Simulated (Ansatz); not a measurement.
MgB2:
```
MgB2
1.0
    3.07156     0.00000     0.00000
   -1.53578     2.66005     0.00000
    0.00000     0.00000     3.53594
Mg B
1 2
Direct
  0.00000   0.00000   0.00000
  0.66667   0.33333   0.50000
  0.33333   0.66667   0.50000
```

Relaxed with PBE. Special points in fractions of this cell's reciprocal vectors: Γ (0.000, 0.000, 0.000); M (0.500, 0.000, 0.000); K (0.333, 0.333, 0.000); A (0.000, 0.000, 0.500); L (0.500, 0.000, 0.500); H (0.333, 0.333, 0.500).

Task: List the band energies nearest the Fermi level at these points for PBE in the plane-wave PAW code Ansatz.

Result: In eV from the Fermi level; about four levels below and three above (degenerate sets whole), none deeper than 8.9 eV; … stands for higher levels left out; points with the same levels are listed once.

| k | below | above |
|---|---|---|
| Γ | -3.01 | 0.41 0.41 1.55 |
| M | -8.51 -7.82 -2.14 | 0.17 3.05 3.96 |
| K | -7.24 -7.24 -5.85 | 1.77 1.77 6.13 6.13 |
| A | -7.45 | 0.77 0.77 6.73 6.73 |
| L | -6.93 -3.54 -1.87 -1.27 | 5.80 8.85 … |
| H | -6.37 -6.37 -5.18 -1.98 -1.98 | 3.60 11.73 … |

Space group P6/mmm. The cell was relaxed with PBE under the symmetry of its start.

Potentials: the later of the program's two PAW sets.
